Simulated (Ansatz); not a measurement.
# Ionic part of the dielectric constant of KI, mode by mode

These are results of DFT PBE+D3(BJ), scalar-relativistic, plane waves, PAW (Ansatz 0.2.0), not measurements. Cutoff 420 eV, 6×6×6 k-points (Γ-centred), fixed occupations. No spin polarisation. Phonons by linear response, acoustic sum rule imposed.

Symmetry: Fm-3m, No. 225, cubic system. Conventional cell: a = 7.004 Å, b = 7.004 Å, c = 7.004 Å, α = 90.00°, β = 90.00°, γ = 90.00°. K (site symmetry m-3m) has 6 I at 3.50 Å as nearest neighbours. Around I (site symmetry m-3m) lie 6 K at 3.50 Å.

The cell is the ideal cubic rocksalt prototype. Spin–orbit coupling is left out, which matters for heavy elements.

The primitive cell has V = 85.88 Å³ and ε∞,xx = 2.914. Each polar mode adds Δε = (4.92064×10⁷/V)·S/ν² along x, with S its oscillator strength in e²/amu, ν in cm⁻¹ and V in Å³.

Problem. From these modes, find each Δε and ε0,xx.
```csv
ν (cm⁻¹),S_xx (e²/amu)
105.4,0.043
```

Solution.
```json
{"ν (cm⁻¹)": "105.4", "Δε": "2.22"}
```

The sum is 2.216, so ε0,xx = 5.13; the run's tensor has 5.13.

Problem. Where do the longitudinal modes lie for a wave vector along x?

Solution. At 140 cm⁻¹. The Lyddane–Sachs–Teller product Π(ν_LO/ν_TO)² = 1.76 matches ε0/ε∞ = 1.76.

Cost: 1 run of about 0.35 core-minutes, on AMD EPYC 9R45 (Zen 5) (shared hosts).